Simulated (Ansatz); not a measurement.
**GdB2Rh2C: what a change of kpoints.mp_grid.shift does**

All numbers are calculated (PBEsol, collinear spin, no spin-orbit coupling; Ansatz, PAW set soft_2, 420 eV, k-mesh 5×5×5), not measured. These are the settings of the reference run.

Cell:

```
cell
1.0
     3.7604    3.7604    0.0000
     1.8802    1.8802    5.1489
     7.5209   -3.7604    0.0000
B C Gd Rh
6 3 3 6
Direct
  0.6453 0.7095 0.0000
  0.9786 0.7095 0.3333
  0.3119 0.7095 0.6667
  0.3547 0.2905 0.0000
  0.6881 0.2905 0.3333
  0.0214 0.2905 0.6667
  0.5000 0.0000 0.0000
  0.8333 0.0000 0.3333
  0.1667 0.0000 0.6667
  0.6667 0.0000 0.6667
  0.0000 0.0000 0.0000
  0.3333 0.0000 0.3333
  0.9167 0.5000 0.1667
  0.2500 0.5000 0.5000
  0.5833 0.5000 0.8333
  0.0833 0.5000 0.8333
  0.4167 0.5000 0.1667
  0.7500 0.5000 0.5000
```

The reference run of this cell is solved again as a single point with these keys changed:

| key | reference run | changed run |
| --- | --- | --- |
| kpoints.mp_grid.shift | [0.0, 0.0, 0.0] | [0.5, 0.5, 0.5] |

**Question.** Does this change matter?

**Answer.** 

| quantity | reference run | changed run |
| --- | --- | --- |
| energy, changed less reference (meV an atom) | 0 | -0.6 |
| pressure (GPa) | 0.0 | 0.0 |
| largest force (eV/Å) | 0.04 | 0.02 |
| gap on the mesh (eV) | 0.00 | 0.00 |
| moment of the cell (μB) | 20.76 | 20.75 |

The results hardly move, so this setting matters little here. It took 16 iterations.

Caveats: the reference run: Gd without a U keeps its half-filled shell, but its 4f levels lie too near the Fermi level; the reference run: open f or d shells may hold a state above the lowest; a single point, atoms not relaxed again.
